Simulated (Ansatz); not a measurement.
The relaxed structure here is a generated cell of Si2Ni: the first start was made by placing the elements on the sites of a structure type, and the end was not matched to a known phase here, so it may be hypothetical. Known forms of Si2Ni include space group No. 225.

One starting cell of Si2Ni (a generated trial cell of Si2Ni in the AlB2 structure type) was relaxed twice with Ansatz (plane waves, PAW, scalar-relativistic): with r2SCAN at 500 eV and with PBE at 420 eV. The r2SCAN result:

```cif
data_NiSi2
_chemical_formula_sum 'Ni1 Si2'
_space_group_name_H-M_alt 'P 1'
_space_group_IT_number 1
_cell_length_a 4.22399
_cell_length_b 4.22399
_cell_length_c 2.47319
_cell_angle_alpha 90.000
_cell_angle_beta 90.000
_cell_angle_gamma 120.000
loop_
_space_group_symop_operation_xyz
  'x, y, z'
loop_
_atom_site_label
_atom_site_type_symbol
_atom_site_fract_x
_atom_site_fract_y
_atom_site_fract_z
_atom_site_occupancy
Ni1 Ni 0.00000 0.00000 0.00000 1
Si1 Si 0.33333 0.66667 0.50000 1
Si2 Si 0.66667 0.33333 0.50000 1
```

```
quantity                          r2SCAN         PBE
--------------------------------  ------  ----------
space group                       P6/mmm      P6/mmm
volume (Å³/atom)                   12.74  (withheld)
a (Å)                              4.224  (withheld)
c (Å)                              2.473  (withheld)
gap (eV, no spin-orbit coupling)    0.00  (withheld)
```

Problem. Fill in the PBE column.

Solution. 
- volume (Å³/atom), PBE: 13.10
- a (Å), PBE: 4.263
- c (Å), PBE: 2.497
- gap (eV, no spin-orbit coupling), PBE: 0.00

Both levels end in the same structure; PBE's volume is 2.9 % larger. Neither column is exact.

No spin polarisation in the result. A magnetic state may lie lower.

The run could not lose the symmetry of its start: the end is stationary, and may be a saddle point rather than a minimum.

All atoms sit on sites fixed by symmetry, so only the cell could relax.

Ansatz is a quantum-chemistry and plane-wave program.
